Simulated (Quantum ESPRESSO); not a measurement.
Moving one atom in AuHf3MoNb3

Calculated results; nothing here was measured. They come from Quantum ESPRESSO 7.5, a public plane-wave density functional program. Each row is one single-point run on a made-up periodic cell of eight metal atoms, with elements, volume, strain and displacements drawn at random and not relaxed, so a cell may be unstable or far from any real phase. There is no spin polarisation or spin-orbit coupling.

Settings: PBE unless stated; PseudoDojo standard norm-conserving files; Fermi-Dirac width 0.25 eV, which means electrons at about 2900 K; cutoff 1116 eV; 5 x 5 x 5 k mesh shifted half a step off Gamma. E is the free energy of the whole cell (internal energy minus TS), so a -TS column is already part of it. Stress is positive in tension, and the pressure P is minus a third of its trace.

Checks: one run of this series was repeated at a higher cutoff and on a denser mesh, which moved values by no more than 0.003 eV, 0.04 GPa and 0.003 eV/Å, and a second program with other atomic files agreed on it to 2 % rms in force and 0.5 GPa in pressure. Known limits: heavy elements are run without spin-orbit coupling, which real alloys of them have; a spin test at this wide smearing found no moment, but such smearing suppresses magnetism that the real alloy may have.

The lattice is face-centred cubic, and the cell vectors in Å are (2.170, 4.322, 2.171); (-0.080, 4.353, -4.324); (-4.296, 4.344, -0.089), a volume of 160.00 Å³. The elements on sites 1 to 8 are Hf Hf Nb Nb Nb Hf Au Mo. The runs move the Nb atom on site 4 by u along x from its drawn, already displaced place and keep all else fixed. Forces are on that atom, and E is counted from run 3.

```
run    u (Å)  Fx (eV/Å)  Fy (eV/Å)  Fz (eV/Å)  P (GPa)  E (meV)
  1  -0.0948     -0.022      0.206     -0.310    -3.45     -4.7
  2  -0.0706          ?          ?          ?        ?        ?
  3  -0.0524     -0.198      0.147     -0.251    -3.45      0.0
  4   0.0624     -0.681      0.001     -0.084    -3.30     50.3
  5   0.0843     -0.775     -0.023     -0.049    -3.24     66.2
  6   0.1030     -0.856     -0.043     -0.019    -3.18     81.5
  7   0.1275     -0.963     -0.068      0.021    -3.10    103.7
```

## Worked fit

A parabola through the runs shown gives Fx = -0.416 - 4.21 u - 0.6 u² eV/Å, with an error of 0.00 on the linear term and a scatter of 0.001 eV/Å. Minus its integral from run 1 to run 7 is 108 meV, and the table's energies differ by 108 meV.

## Withheld run

Question: what Fx should run 2 give?

The fit gives -0.122 ± 0.001 eV/Å. The calculation gave -0.123 eV/Å.
